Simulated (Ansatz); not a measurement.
ZnO (wurtzite)

```
ZnO
1.0
    3.27946     0.00000     0.00000
   -1.63973     2.84010     0.00000
    0.00000     0.00000     5.29382
Zn O
2 2
Cartesian
  0.00000   1.89340   5.28252
  1.63973   0.94670   2.63561
  0.00000   1.89340   1.99542
  1.63973   0.94670   4.64233
```

The slice is a (1 -1 0 0) plane (indices of the conventional cell) through the point (0.333, 0.667, 0.377) (fractional), spanned by u = [110] and v = [001] in vectors of this cell: u (3.28 Å) and v (5.29 Å, at 90° to u). It covers one period; positions are fractions (u, v).

Level of theory: PBE (plane waves to 420 eV, PAW, scalar-relativistic; Ansatz, a program for electronic structure). k mesh 12×12×6. These are valence fields of a PAW run, semicore shells included where kept as valence: close to a nucleus they are smooth pseudo fields. ZnO was relaxed with its symmetry unable to fall.

Three fields on this plane, each scaled to ten steps between its own extremes (0 low, 9 high; the total valence density on a logarithmic scale, the potential cut 8 eV below its top; x marks points blanked near nuclei; v = 0 in the bottom row):

Map A
```
|xxxxx97543334579xxxx|
|xxxxx86432223468xxxx|
|xxxx9753211123579xxx|
|xxx976431101134679xx|
|99976532100012356799|
|88775432000002345778|
|98876432100012346788|
|xxx875321101123578xx|
|xxxx8643221223468xxx|
|xxxxx75433233457xxxx|
|xxxxx86544444568xxxx|
|xxxxx97555555579xxxx|
|xxxxx87666666678xxxx|
|xxxxx87666666678xxxx|
|xxxx9766677766679xxx|
|xxx976666777666679xx|
|99876556677766556789|
|66554455666665544556|
|44433344555554433344|
|22222233444443322222|
|11111122333332211111|
|00011122333332211100|
|11111122333332211111|
|22222223344433222222|
|44433334455544333344|
|66655444556554445566|
|98876555666665556788|
|xxx986666676666689xx|
|xxxx9866666666689xxx|
|xxxxx87666666678xxxx|
|xxxxx97655555679xxxx|
|xxxxx97654445679xxxx|
```

Map B
```
|xxxxx10023332001xxxx|
|xxxxx00123332100xxxx|
|xxxx1001233321001xxx|
|xxx000123333321000xx|
|00001223344433221000|
|11223444444444443221|
|34456665554555666544|
|xxx788765555567887xx|
|xxxx9986544456899xxx|
|xxxxx97654345679xxxx|
|xxxxx87532223578xxxx|
|xxxxx65321112356xxxx|
|xxxxx53210001235xxxx|
|xxxxx42100000124xxxx|
|xxxx4310000000134xxx|
|xxx542100000001245xx|
|66653200000000023566|
|76653210000000123566|
|66553210000000123556|
|66544321111111234456|
|55544333222223334455|
|44444444444444444444|
|44444555666665554444|
|23334567778777654333|
|11223567899987653221|
|00012457899987542100|
|00001246899986421000|
|xxx001256888652100xx|
|xxxx1013567653101xxx|
|xxxxx00245654200xxxx|
|xxxxx10134443101xxxx|
|xxxxx10023432001xxxx|
```

Map C
```
|xxxxx67776667776xxxx|
|xxxxx78887778887xxxx|
|xxxx6899888889986xxx|
|xxx678999999999876xx|
|44557889999999887554|
|01356788999998876531|
|00003568899988653000|
|xxx003578898875300xx|
|xxxx0046788876400xxx|
|xxxxx02578887520xxxx|
|xxxxx00578887500xxxx|
|xxxxx00578887500xxxx|
|xxxxx00578887500xxxx|
|xxxxx02578887520xxxx|
|xxxx0046788876400xxx|
|xxx002577888775200xx|
|00002568888888652000|
|00135688999998865310|
|44567889999999887654|
|66778899999999988776|
|88888999999999998888|
|99999888888888889999|
|99998887766677888999|
|99998876555556788999|
|99998765433345678999|
|88898754210124578988|
|78877653100013567788|
|xxx666530000035666xx|
|xxxx5553000003555xxx|
|xxxxx55420002455xxxx|
|xxxxx56543334565xxxx|
|xxxxx66655555666xxxx|
```

### Question
Assign the maps to these fields: density of the lowest conduction band (whole band as if filled, smooth part); valence electron density; electrostatic potential energy of an electron, from the cell's mean.

### Answer
A is the valence electron density; B is the density of the lowest conduction band (whole band as if filled, smooth part); C is the electrostatic potential energy of an electron, from the cell's mean.
